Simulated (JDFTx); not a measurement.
System: Mg(0001) (P6_3/mmc bulk; lattice of mp-153, not re-optimised at this level), 1x1 cell of 4 atoms in 4 planes, area 8.71 Å² a face, 7.8 Å between the outermost planes in a cell 23.7 Å high; k mesh 8×8×1, Fermi width 0.01 Ha, no spin polarisation.

Level of theory: PBE, GBRV ultrasoft potentials, plane waves to 20/100 Ha; code: JDFTx (a modified build). Liquid: CANDLE, water, 1 M NaF. The neutral cell holds 40 valence electrons and has two faces of 8.714 Å² each. Last filling lines of the neutral and of a charged run (μ in hartree, zero in the bulk liquid):

```
FillingsUpdate:  mu: -0.123966671  nElectrons: 40.000000
FillingsUpdate:  mu: -0.130093000  nElectrons: 39.960676
```

Working it through: both potentials, by the convention U = −μ/e − 4.44 V vs SHE, the surface charge density and the mean capacitance.

U_pzc = 0.12397 × 27.2114 − 4.44 = -1.07 V; U = 0.13009 × 27.2114 − 4.44 = -0.90 V. The cell has -0.0393 excess electrons, a net charge of 0.0393 e, shared by two faces: σ = 0.0393 e / (2 × 8.714 Å²) = 0.00226 e/Å² = 3.6 μC/cm² (1 e/Å² = 1602.18 μC/cm²). C = σ/(U − U_pzc) = 3.6/0.17 ≈ 22 μF/cm².
